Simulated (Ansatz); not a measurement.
The calculation used DFT PBE, scalar-relativistic, plane waves, PAW (Ansatz 0.2.0). All cells share a 420 eV cutoff and Γ-centred k meshes spaced at most about 0.3 Å⁻¹ (about 0.25 or finer for metals, 2π included). No spin polarisation in the final relaxations.

All energies are static (0 K, no zero-point motion).

Compare these two cells of MgBe2SeS2, each relaxed at this level.

A.

```cif
data_structure
_symmetry_space_group_name_H-M 'P6/mmm'
_symmetry_Int_Tables_number 191
_cell_length_a 4.2706
_cell_length_b 4.2706
_cell_length_c 9.2688
_cell_angle_alpha 90.000
_cell_angle_beta 90.000
_cell_angle_gamma 120.000
_cell_volume 146.40
loop_
_atom_site_label
_atom_site_type_symbol
_atom_site_symmetry_multiplicity
_atom_site_Wyckoff_symbol
_atom_site_fract_x
_atom_site_fract_y
_atom_site_fract_z
_atom_site_occupancy
Mg1 Mg 1 a 0.00000 0.00000 0.00000 1
Be1 Be 2 d 0.33333 0.66667 0.50000 1
Se1 Se 1 b 0.00000 0.00000 0.50000 1
S1 S 2 e 0.00000 0.00000 0.75815 1
```

B.

```cif
data_structure
_symmetry_space_group_name_H-M 'P-4m2'
_symmetry_Int_Tables_number 115
_cell_length_a 3.4537
_cell_length_b 3.4537
_cell_length_c 11.3380
_cell_angle_alpha 90.000
_cell_angle_beta 90.000
_cell_angle_gamma 90.000
_cell_volume 135.24
loop_
_atom_site_label
_atom_site_type_symbol
_atom_site_symmetry_multiplicity
_atom_site_Wyckoff_symbol
_atom_site_fract_x
_atom_site_fract_y
_atom_site_fract_z
_atom_site_occupancy
Mg1 Mg 1 a 0.00000 0.00000 0.00000 1
Be1 Be 2 g 0.50000 0.00000 0.43043 1
Se1 Se 1 b 0.50000 0.50000 0.00000 1
S1 S 2 g 0.50000 0.00000 0.61029 1
```

Problem. Which is lower in energy, and by how much?

Solution. B is lower, by 1.10 eV/atom. A has space group P6/mmm (No. 191), 24.4 Å³/atom and no gap on its mesh; B has space group P-4m2 (No. 115), 22.5 Å³/atom and a gap of 0.69 eV. The shortest distance is 2.24 Å (Mg–S) in A and 2.04 Å (Be–S) in B. In A, around Mg lie 2 S at 2.24 Å; Be is surrounded by 3 Be at 2.47 Å and 3 Se at 2.47 Å; around Se lie 2 S at 2.39 Å and 6 Be at 2.47 Å; S is surrounded by 1 Mg at 2.24 Å and 1 Se at 2.39 Å. In B, Mg has 4 Se at 2.44 Å; around Be lie 1 S at 2.04 Å and 4 S at 2.49 Å; Se has 4 Mg at 2.44 Å; around S lie 1 Be at 2.04 Å and 4 Be at 2.49 Å. Both come from invented guesses.

No dispersion correction is applied, so the spacing and binding between layers, chains or molecules are poorly described (P-4m2), and this can change margins and order among such cells. Kohn–Sham gaps at this level usually fall short of measured ones. Cells relaxed within their symmetry can be saddle points.
